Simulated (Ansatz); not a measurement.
Ru (hcp, Mg type)

```yaml
crystal:
  lattice:
    - [2.72216, 0.00000, 0.00000]
    - [-1.36108, 2.35746, 0.00000]
    - [0.00000, 0.00000, 4.29083]
  atoms:
    - { symbol: Ru, position: [0.33333, 0.66667, 0.75000] }
    - { symbol: Ru, position: [0.66667, 0.33333, 0.25000] }
```

This relaxed cell (volume V₀) is scaled evenly in all directions, its shape held. Symmetry pins the atoms to their sites.

All values below come from PBE (plane waves to 420 eV, PAW, scalar-relativistic; Ansatz, a first-principles code). k mesh 21×21×12 (Γ-centred), Fermi-Dirac smearing 0.05 eV. Stress and pressure are positive under compression. Ru is run without spin polarisation. Ru was relaxed with its symmetry unable to fall.

At one point of the scan the stress tensor (GPa) is:

```
  -16.9      0.0      0.0
    0.0    -16.9      0.0
    0.0      0.0    -17.8
```

### Question
Which point is it?
A) V/V₀ = 1.100
B) V/V₀ = 1.083
C) V/V₀ = 1.017
D) V/V₀ = 1.067

### Answer
D, V/V₀ = 1.067

(Under strain, the slope of the energy per volume gives the stress and its curvature an elastic modulus.)
